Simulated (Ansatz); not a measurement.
Input and command of a plane-wave DFT calculation in Ansatz:

```yaml
crystal:
  lattice:
    - [0.0, 3.4680725, 3.4855]
    - [3.5029275, 0.0, 3.4855]
    - [3.5029275, 3.4680725, 0.0]
  atoms:
    - { symbol: Sr, position: [0.0, 0.0, 0.0] }
    - { symbol: Cl, position: [0.25, 0.25, 0.25] }
    - { symbol: Cl, position: [0.75, 0.75, 0.75] }
basis:
  ecutwfc: 500
kpoints:
  mp_grid: { grid: [6, 6, 6] }
hamiltonian:
  xc: r2scan
scf:
  occupations: { method: gaussian, width: 0.05 }
output:
  forces: true
  stress: true
  eigenvalues: true
```

```bash
ansatz run input.yaml --threads 1 --pin off --max-ram 2560MiB --backend cpu --events-out ev --progress --plain --runs-dir out
```

Processor: Arm Neoverse V1, 1 thread, on a host shared with other jobs.

Problem. Estimate time, memory and problem size.

Solution. About 10 s on 1 thread of Arm Neoverse V1, on a shared host, peak memory 0.58 GiB. It solves 16 bands at 46 k points (the mesh reduced by symmetry) with about 2109 plane waves, in 6 SCF iterations.
